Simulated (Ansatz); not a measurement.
# Zone-centre phonons of YHg2 at 3 GPa: input and output

These are results of DFT LDA, scalar-relativistic, plane waves, PAW (Ansatz), not measurements.

Launched with:
```bash
ansatz run input.yaml --threads 1 --pin off --max-ram 3072MiB --backend cpu --events-out ev --progress --plain --runs-dir out
```

Input (bare energies are in eV):
```yaml
crystal:
  lattice:
    - [4.7619225442, 0.0, 0.0]
    - [-2.3809612721, 4.1239458941, 0.0]
    - [0.0, 0.0, 3.2786542018]
  atoms:
    - { symbol: "Y", position: [0.0, 0.0, 0.0] }
    - { symbol: Hg, position: [0.3333333333, 0.6666666667, 0.5] }
    - { symbol: Hg, position: [0.6666666667, 0.3333333333, 0.5] }
basis:
  ecutwfc: 420
kpoints:
  mp_grid: { grid: [12, 12, 12] }
hamiltonian:
  xc: lda
scf:
  occupations: { method: fermi_dirac, width: 0.15 }
output:
  eigenvalues: true
phonons:
  method: dfpt
  eigenvectors: true
```

The end of the output:
```
--- Phonons (Γ-DFPT): 4 representative perturbations + reference, on 301 of 1728 k-points (Σ response iterations 12) ---
  k mesh reduced under 4 symmetry operations, with k and −k counted as one. Each operation leaves every solved displacement unchanged or reverses it
  ASR residual: 4.638e-4 → 0.000e0 eV/Å²; symmetrization residual: 1.288e-5 eV/Å²
  ASR residual per site (eV/Å²): 4.64e-4 1.25e-4 1.25e-4
  Γ frequencies (cm⁻¹): 0.00 0.00 0.00 47.33 109.01 132.72 132.72 148.55 148.55
  non-analytic LO–TO correction: not included (Born effective charges unavailable; polar crystals: no LO–TO splitting at Γ)
```

It took 2.8 min on 1 thread of Intel(R) Xeon(R) Platinum 8488C (Sapphire Rapids) (shared host), peak memory 1.8 GiB.

In a metal, frequencies and elastic constants depend on the k mesh and the smearing, soft modes and shear constants most. Spin–orbit coupling is left out, which can shift energies with elements as heavy as these.